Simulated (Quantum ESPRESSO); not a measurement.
## Band energies of Tl

```
Tl
1.0
   -1.95599     1.95599     1.95599
    1.95599    -1.95599     1.95599
    1.95599     1.95599    -1.95599
Tl
1
Direct
  0.00000   0.00000   0.00000
```

PBEsol (Quantum ESPRESSO, PseudoDojo norm-conserving, 62 Ry, no spin-orbit coupling); path ΓHNΓPH,PN; energies in eV from the Fermi level.

| k (1/Å) | point | band 2 | band 3 | band 4 | band 5 | band 6 | band 7 | band 8 | band 9 |
|---|---|---|---|---|---|---|---|---|---|
| 0.00 | Γ | -11.53 | -11.53 | -11.14 | -11.14 | -9.73 | 10.38 | 10.38 | 10.38 |
| 0.21 |  | -11.52 | -11.51 | -11.17 | -11.14 | -9.53 | 8.91 | 9.61 | 9.61 |
| 0.54 |  | -11.44 | -11.39 | -11.28 | -11.17 | -8.50 | 5.64 | 6.95 | 6.95 |
| 0.86 |  | -11.31 | -11.29 | -11.29 | -11.21 | -6.62 | 3.26 | 4.38 | 4.38 |
| 1.18 |  | -11.54 | -11.10 | -11.10 | -11.05 | -4.14 | 1.93 | 2.47 | 2.47 |
| 1.50 |  | -11.70 | -10.96 | -10.96 | -10.96 | -2.01 | 1.48 | 1.53 | 1.53 |
| 1.61 | H | -11.71 | -10.95 | -10.95 | -10.95 | -1.81 | 1.47 | 1.47 | 1.47 |
| 1.81 |  | -11.67 | -11.02 | -10.99 | -10.94 | -2.41 | 0.91 | 1.71 | 2.22 |
| 2.12 |  | -11.49 | -11.29 | -11.14 | -10.92 | -3.84 | -0.74 | 2.86 | 4.15 |
| 2.43 |  | -11.58 | -11.25 | -11.20 | -10.90 | -4.73 | -2.06 | 4.57 | 5.83 |
| 2.74 | N | -11.66 | -11.17 | -11.14 | -10.89 | -5.02 | -2.55 | 5.68 | 7.07 |
| 3.05 |  | -11.61 | -11.18 | -11.14 | -11.01 | -6.78 | 0.00 | 6.26 | 7.48 |
| 3.36 |  | -11.53 | -11.27 | -11.20 | -11.14 | -8.57 | 4.10 | 7.82 | 8.63 |
| 3.67 |  | -11.52 | -11.48 | -11.16 | -11.14 | -9.55 | 8.61 | 9.74 | 10.01 |
| 3.88 | Γ | -11.53 | -11.53 | -11.14 | -11.14 | -9.73 | 10.38 | 10.38 | 10.38 |
| 3.98 |  | -11.53 | -11.52 | -11.14 | -11.14 | -9.68 | 9.87 | 10.26 | 10.26 |
| 4.28 |  | -11.55 | -11.36 | -11.16 | -11.16 | -9.04 | 6.12 | 8.15 | 8.15 |
| 4.57 |  | -11.58 | -11.19 | -11.16 | -11.16 | -7.61 | 2.55 | 5.42 | 5.42 |
| 4.87 |  | -11.56 | -11.16 | -11.15 | -11.15 | -5.64 | 0.12 | 3.06 | 3.06 |
| 5.17 |  | -11.46 | -11.33 | -11.14 | -11.14 | -4.31 | 0.06 | 1.24 | 1.24 |
| 5.27 | P | -11.42 | -11.42 | -11.14 | -11.14 | -4.25 | 0.78 | 0.78 | 0.78 |
| 5.47 |  | -11.34 | -11.34 | -11.14 | -11.14 | -4.33 | 0.08 | 0.08 | 2.85 |
| 5.77 |  | -11.34 | -11.34 | -11.10 | -11.10 | -4.30 | -0.32 | -0.32 | 6.55 |
| 6.06 |  | -11.48 | -11.43 | -11.02 | -11.02 | -3.81 | 0.04 | 0.04 | 6.80 |
| 6.36 |  | -11.64 | -11.11 | -10.97 | -10.97 | -2.78 | 0.89 | 0.89 | 3.38 |
| 6.66 | H | -11.71 | -10.95 | -10.95 | -10.95 | -1.81 | 1.47 | 1.47 | 1.47 |
| 6.66 | P | -11.42 | -11.42 | -11.14 | -11.14 | -4.25 | 0.78 | 0.78 | 0.78 |
| 6.86 |  | -11.45 | -11.25 | -11.14 | -11.14 | -4.41 | -0.59 | 1.31 | 2.39 |
| 7.16 |  | -11.59 | -11.16 | -11.14 | -11.00 | -4.84 | -2.03 | 3.57 | 5.11 |
| 7.46 | N | -11.66 | -11.17 | -11.14 | -10.89 | -5.02 | -2.55 | 5.68 | 7.07 |

A metal at this level: along this path bands 7, 8 cross the Fermi level.

Spin-orbit coupling is left out; for elements this heavy it splits bands near the Fermi level.

Geometry of the Materials Project entry, not relaxed at this level.

This is not the ordinary phase of the substance.
